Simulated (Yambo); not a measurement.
PtS2 (CdI2 type, space group P-3m1, No. 164), G0W0@PBEsol in Yambo with this input:

```
rim_cut
gw0
dyson
el_el_corr
HF_and_locXC
ppa
em1d
RandQpts= 1000000
RandGvec= 1 Ry
EXXRLvcs= 84 Ry
VXCRLvcs= 336 Ry
Chimod= "HARTREE"
% BndsRnXp
 9 | 184 |
%
NGsBlkXp= 7 Ry
% LongDrXp
 1.0 | 1.0 | 1.0 |
%
PPAPntXp= 27.2114 eV
% GbndRnge
 1 | 184 |
%
GTermKind= "BG"
DysSolver= "n"
ExtendOut
```

On a 6×6×2 mesh, with wavefunctions cut at 84 Ry, the gap ((0, 0.167, -0.5) → K) is 2.010 eV and the valence edge shifts by -0.247 eV.

Q: What happens with this change: pole fitted at 10 eV?

A: The gap falls by 0.037 eV, to 1.973 eV; the shift of the valence edge becomes -0.123 eV. Neither run is shown to be the converged limit. The mesh misses a band edge: along a dense path the PBEsol gap is 1.18 eV against 1.33 eV on the mesh.

Spin-orbit coupling is included.

Geometry of the Materials Project entry, not relaxed at this level; primitive cell a = b = 3.5487 Å, c = 5.5971 Å, α = β = 90.00°, γ = 120.00°.

A shift is the quasiparticle energy of the state minus its PBEsol energy.

The distance between layers or molecules is the database entry's, not relaxed here. Functionals without dispersion can leave it too large, which widens gaps and weakens the response across layers: the numbers belong to this cell.
